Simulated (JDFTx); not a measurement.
An input for JDFTx (a modified build) (Pb(111), CANDLE, water, 1 M NaCl; bohr, hartree) and the course of its log:

```
lattice \
  6.6671736562 3.3335868281 0.0000000000 \
  0.0000000000 5.7739417478 0.0000000000 \
  0.0000000000 0.0000000000 76.7228806598
coords-type Lattice
ion Pb 0.0000000000 0.0000000000 -0.1064296160 0
ion Pb 0.3333333333 0.3333333333 -0.0354765390 0
ion Pb 0.6666666667 0.6666666667 0.0354765390 0
ion Pb 0.0000000000 0.0000000000 0.1064296160 0
ion-species pseudo/pb_pbe_v1.upf
elec-cutoff 20 100
elec-ex-corr gga-PBE
coulomb-interaction Slab 001
coulomb-truncation-embed 0 0 0
kpoint-folding 8 8 1
elec-smearing Fermi 0.01
elec-n-bands 39
target-mu -0.106206
electronic-scf nIterations 100 energyDiffThreshold 1e-07
fluid LinearPCM
pcm-variant CANDLE
fluid-solvent H2O
fluid-cation Na+ 1
fluid-anion Cl- 1
fluid-minimize nIterations 400 knormThreshold 1e-11
wavefunction read f0.wfns
elec-initial-eigenvals f0.eigenvals
elec-initial-fillings read f0.fillings
fluid-initial-state f0.fluidState
dump-name f0_u0.$VAR
dump End State Ecomponents EigStats BandEigs Forces ElecDensity IonicPositions Fillings Kpoints Dtot FluidDebug BoundCharge FluidDensity
```

```
[one cycle in 5 is shown, and the last three; fluid-solver lines are left out]
	FillingsUpdate:  mu: -0.106206000  nElectrons: 57.121718
SCF: Cycle:  0   G: -237.699304942518268   dG: +2.672e-01   |Residual|: 3.993e-02   |deigs|: 1.078e-05
	FillingsUpdate:  mu: -0.106206000  nElectrons: 56.247500
SCF: Cycle:  5   G: -237.963453515116385   dG: +3.396e-04   |Residual|: 5.864e-03   |deigs|: 3.982e-04
	FillingsUpdate:  mu: -0.106206000  nElectrons: 56.858531
SCF: Cycle: 10   G: -237.813961770541226   dG: +5.910e-02   |Residual|: 3.039e-02   |deigs|: 3.545e-03
	FillingsUpdate:  mu: -0.106206000  nElectrons: 56.871831
SCF: Cycle: 15   G: -237.815896175026694   dG: +5.419e-03   |Residual|: 2.997e-02   |deigs|: 2.873e-04
	FillingsUpdate:  mu: -0.106206000  nElectrons: 56.761618
SCF: Cycle: 20   G: -237.881745456706795   dG: -3.262e-02   |Residual|: 2.256e-02   |deigs|: 2.102e-03
	FillingsUpdate:  mu: -0.106206000  nElectrons: 56.801771
SCF: Cycle: 25   G: -237.881339759244526   dG: -1.364e-02   |Residual|: 2.176e-02   |deigs|: 8.481e-04
	FillingsUpdate:  mu: -0.106206000  nElectrons: 56.536038
SCF: Cycle: 30   G: -237.946545827004059   dG: -4.481e-04   |Residual|: 1.171e-02   |deigs|: 7.082e-04
	FillingsUpdate:  mu: -0.106206000  nElectrons: 56.245969
SCF: Cycle: 35   G: -237.968658061815745   dG: -1.624e-03   |Residual|: 1.603e-03   |deigs|: 1.256e-03
	FillingsUpdate:  mu: -0.106206000  nElectrons: 56.236593
SCF: Cycle: 40   G: -237.968365097195999   dG: +6.485e-04   |Residual|: 2.041e-03   |deigs|: 1.403e-03
	FillingsUpdate:  mu: -0.106206000  nElectrons: 56.283657
SCF: Cycle: 45   G: -237.969204311568234   dG: +2.462e-06   |Residual|: 1.238e-04   |deigs|: 2.143e-04
	FillingsUpdate:  mu: -0.106206000  nElectrons: 56.284555
SCF: Cycle: 50   G: -237.969205564193885   dG: +9.154e-07   |Residual|: 8.163e-05   |deigs|: 7.374e-05
	FillingsUpdate:  mu: -0.106206000  nElectrons: 56.286755
SCF: Cycle: 55   G: -237.969207000662664   dG: -1.095e-07   |Residual|: 2.512e-05   |deigs|: 4.327e-05
	FillingsUpdate:  mu: -0.106206000  nElectrons: 56.285977
SCF: Cycle: 60   G: -237.969206936648050   dG: -4.829e-08   |Residual|: 3.332e-05   |deigs|: 2.495e-05
	FillingsUpdate:  mu: -0.106206000  nElectrons: 56.286363
SCF: Cycle: 65   G: -237.969206905164185   dG: -1.096e-07   |Residual|: 2.679e-05   |deigs|: 1.223e-05
	FillingsUpdate:  mu: -0.106206000  nElectrons: 56.286335
SCF: Cycle: 70   G: -237.969206859893603   dG: -6.517e-07   |Residual|: 3.245e-05   |deigs|: 2.397e-05
	FillingsUpdate:  mu: -0.106206000  nElectrons: 56.287724
SCF: Cycle: 75   G: -237.969206790695011   dG: +1.794e-07   |Residual|: 3.829e-05   |deigs|: 2.270e-05
	FillingsUpdate:  mu: -0.106206000  nElectrons: 56.286642
SCF: Cycle: 80   G: -237.969207034388063   dG: -2.805e-07   |Residual|: 1.136e-05   |deigs|: 1.068e-05
	FillingsUpdate:  mu: -0.106206000  nElectrons: 56.286641
SCF: Cycle: 85   G: -237.969207047646819   dG: +6.009e-10   |Residual|: 8.417e-06   |deigs|: 2.892e-06
	FillingsUpdate:  mu: -0.106206000  nElectrons: 56.285752
SCF: Cycle: 90   G: -237.969206689935788   dG: +3.483e-07   |Residual|: 3.951e-05   |deigs|: 1.856e-05
	FillingsUpdate:  mu: -0.106206000  nElectrons: 56.286973
SCF: Cycle: 95   G: -237.969207025923311   dG: -3.965e-07   |Residual|: 1.385e-05   |deigs|: 2.018e-05
	FillingsUpdate:  mu: -0.106206000  nElectrons: 56.286714
SCF: Cycle: 97   G: -237.969207049642790   dG: -1.361e-06   |Residual|: 5.790e-06   |deigs|: 3.263e-05
	FillingsUpdate:  mu: -0.106206000  nElectrons: 56.287561
SCF: Cycle: 98   G: -237.969206696911158   dG: +3.527e-07   |Residual|: 3.578e-05   |deigs|: 1.646e-05
	FillingsUpdate:  mu: -0.106206000  nElectrons: 56.285880
SCF: Cycle: 99   G: -237.969206930879920   dG: -2.340e-07   |Residual|: 4.094e-05   |deigs|: 2.826e-05
SCF: None of the convergence criteria satisfied after 100 iterations.
IonicMinimize: Iter:   0  G: -237.969206930879920  |grad|_K:  0.000e+00
IonicMinimize: Converged (|grad|_K<1.000000e-04).
```

This run gave no converged result. The loop ran out of cycles short of its threshold. It has stalled and not diverged: the last ten energies span 2e-06 Ha, so the total is near its end, but levels, forces and the electron count aren't shown converged.
